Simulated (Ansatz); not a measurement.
Li2O (anti-fluorite) is sheared across one {100} plane: the third cell vector gains the shift, so faults repeat every 6.9 Å. The cut lies between planes 1.16 Å apart; the cell height is held.

```xyz
9
Lattice="3.2712 0.0000 0.0000 0.0000 3.2712 0.0000 1.6356 1.6356 6.9392" Properties=species:S:1:pos:R:3 pbc="T T T"
O      1.4993     1.4993     6.3609
O      1.4993     1.4993     1.7348
O      3.1349     3.1349     4.0479
Li     3.1349     1.4993     0.5783
Li     1.4993     3.1349     2.8913
Li     3.1349     1.4993     5.2044
Li     1.4993     3.1349     0.5783
Li     3.1349     1.4993     2.8913
Li     1.4993     3.1349     5.2044
```

In-plane vectors a = (3.271, 0.000) Å, b = (0.000, 3.271) Å, area 10.70 Å². The shift is s times the vector a + b (length 4.626 Å), so s = 1 restores the start. Atoms relax along the normal only. γ = [E(shift) − E(0)] / area.

All values below come from PBE (plane waves to 420 eV, PAW, scalar-relativistic; Ansatz, a first-principles code). k mesh 9×9×9 (Γ-centred), Fermi-Dirac smearing 0.05 eV. Energies are extrapolated to zero smearing. Faults lie only 6.9 Å apart, and holding the cell height raises γ above its relaxed value. Li2O was relaxed with its symmetry unable to fall. The zero of γ is zero shift.

```json
[
 {"s": "0.000", "γ (mJ/m²)": "0"},
 {"s": "0.083", "γ (mJ/m²)": "264"},
 {"s": "0.167", "γ (mJ/m²)": "769"},
 {"s": "0.250", "γ (mJ/m²)": "1244"},
 {"s": "0.333", "γ (mJ/m²)": "1593"},
 {"s": "0.417", "γ (mJ/m²)": "1759"},
 {"s": "0.500", "γ (mJ/m²)": "withheld"},
 {"s": "0.583", "γ (mJ/m²)": "1759"},
 {"s": "0.667", "γ (mJ/m²)": "1593"},
 {"s": "0.750", "γ (mJ/m²)": "1244"},
 {"s": "0.833", "γ (mJ/m²)": "769"},
 {"s": "0.917", "γ (mJ/m²)": "264"}
]
```

Task: Fit a Fourier form (three harmonics of 1 − cos and sin) to the given rows and predict γ at s = 0.500.

Result: Least squares on the 11 given rows: γ = (880.2)·[1 − cos(2πs)] + (171.2)·[1 − cos(4πs)] + (36.7)·[1 − cos(6πs)], in mJ/m²; root-mean-square residual 14.1 mJ/m². At 0.500 the fit gives 1834 mJ/m²; the calculation gives 1782 mJ/m², so the interpolation is off by 52 (+2.9 %). 

(The slope of γ gives the shear force per area between the displaced halves; near zero shift its curvature is an elastic stiffness.)
